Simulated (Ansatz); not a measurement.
Relaxed-ion elastic tensor of Ba$_{2}$LuRuO$_{6}$ in space group Fm-3m (No. 225; Lu on 4a, O on 24e, Ru on 4b, Ba on 8c) in GPa (Voigt order), PBEsol in the plane-wave PAW code Ansatz; density 7.77 g/cm³, 13.82 Å³ per atom.

```
      1     2     3     4     5     6
-  ----  ----  ----  ----  ----  ----
1   310  79.4  79.4   0.0   0.0   0.0
2  79.4   310  79.4   0.0   0.0   0.0
3  79.4  79.4   310   0.0   0.0   0.0
4   0.0   0.0   0.0  69.5   0.0   0.0
5   0.0   0.0   0.0   0.0  69.5   0.0
6   0.0   0.0   0.0   0.0   0.0  69.5
```

Problem. Is the crystal mechanically stable?

Solution. Yes: the smallest eigenvalue of C is 69.5 GPa.

Problem. Work out the Voigt, Reuss and Hill averages.

Solution. K_V = 156, K_R = 156, K_H = 156; G_V = 87.7, G_R = 82.6, G_H = 85.2 GPa.

Problem. Give Young's modulus, Poisson's ratio, Pugh's ratio and the universal anisotropy index.

Solution. E = 9KG/(3K + G) = 216 GPa; ν = 0.27; K/G = 1.83 (near the Pugh limit of 1.75, no verdict); A_U = 5G_V/G_R + K_V/K_R − 6 = 0.31.

Problem. Estimate the sound speeds and the Debye temperature.

Solution. v_l = √((K + 4G/3)/ρ) = 5890 m/s, v_t = √(G/ρ) = 3310 m/s, mean 3680 m/s; Θ = (h/k)(3n/4πV)^(1/3) v_m = 457 K.

Problem. Give the Zener ratio and Young's modulus along [100], [110] and [111].

Solution. A = 2C44/(C11 − C12) = 0.60; 1/E = S11 − 2(S11 − S12 − S44/2)Γ with Γ = 0, 1/4, 1/3 gives 277, 199, 182 GPa.

The workflow started from an entry of the Crystallography Open Database (COD). Whether it is the stable phase at ambient conditions was not checked. Symmetry was held in the PBEsol relaxation; of distortions, only those at the zone centre were tested. No spin polarisation was allowed. With an odd number of electrons in the cell and no spin polarisation, the count alone makes it a metal. As this level gives no gap, shear constants depend on the k-mesh and smearing (Fermi–Dirac, 0.1 eV here). Spin–orbit coupling is left out wherever it is not named.

Potentials: the later of the program's two PAW sets.
